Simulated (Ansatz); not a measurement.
**Na4CaGaP3O12, one structure, two calculations**

Cell: a Materials Project structure (computed, not necessarily an observed phase).

Space group R3c:H (No. 161); a = 9.2222, c = 21.9207 Å, γ = 120.00°.

| site | Wyckoff | site symmetry | x | y | z |
| --- | --- | --- | --- | --- | --- |
| Na1 | 18b | 1 | 0.3039 | 0.3379 | 0.5819 |
| Na7 | 6a | 3. | 0.0000 | 0.0000 | 0.5014 |
| Ca | 6a | 3. | 0.0000 | 0.0000 | 0.3490 |
| Ga | 6a | 3. | 0.0000 | 0.0000 | 0.6497 |
| P | 18b | 1 | 0.9594 | 0.3184 | 0.5838 |
| O19 | 18b | 1 | 0.2213 | 0.0117 | 0.3091 |
| O25 | 18b | 1 | 0.7865 | 0.9640 | 0.6938 |
| O31 | 18b | 1 | 0.9960 | 0.8012 | 0.4115 |
| O37 | 18b | 1 | 0.9666 | 0.1506 | 0.5866 |

One atom of each set is listed; the run and its k-mesh use a cell of 42 atoms with edges of 9.04, 9.04, 9.04 Å.

First run. Level of theory: DFT, PBE, plane waves and PAW, scalar-relativistic, 420 eV cutoff, Γ-centred 3×3×3 k-points, Fermi–Dirac smearing 0.02 eV (Ansatz 0.2.0).

```
site  V_zz (10²¹ V/m²)     η
 Na1             -0.88  0.70
 Na7             -0.94  0.00
  Ca              4.09  0.00
  Ga              0.80  0.00
   P             -2.14  0.95
 O19              7.78  0.19
 O25             12.28  0.17
 O31              8.92  0.21
 O37             10.86  0.24
```

Second run. The same atoms and settings, except that the functional is r2SCAN and the cutoff is 500 eV.

(1) Given the first result, estimate the second.

Results:

(1) 

| site | V_zz | η | change of V_zz |
| --- | --- | --- | --- |
| Na1 | -0.91 | 0.68 | -0.03 |
| Na7 | -0.95 | 0.00 | -0.01 |
| Ca | 4.17 | 0.00 | +0.08 |
| Ga | 0.78 | 0.00 | -0.02 |
| P | 2.20 | 0.98 | – |
| O19 | 7.81 | 0.20 | +0.03 |
| O25 | 12.32 | 0.16 | +0.04 |
| O31 | 9.10 | 0.22 | +0.18 |
| O37 | 10.96 | 0.24 | +0.10 |

The largest change of V_zz along a kept axis is on O31, from 8.92 to 9.10. In per cent, |V_zz| changes by +2 to +4 on Na, +2 on Ca, -2 on Ga, 0 to +2 on O (all sites that start above 0.5, bar those whose gradient vanishes or changes sign or whose main axis turns by over 40°). On P the largest principal value lies along another axis in the second run, so the two V_zz can't be compared directly.

For the second run: At this cell the principal stresses reach 5 GPa in size with r2SCAN, which can matter for small gradients. The largest force is 0.6 eV/Å, so the atoms aren't at the calculated equilibrium and relaxing them would move these values.
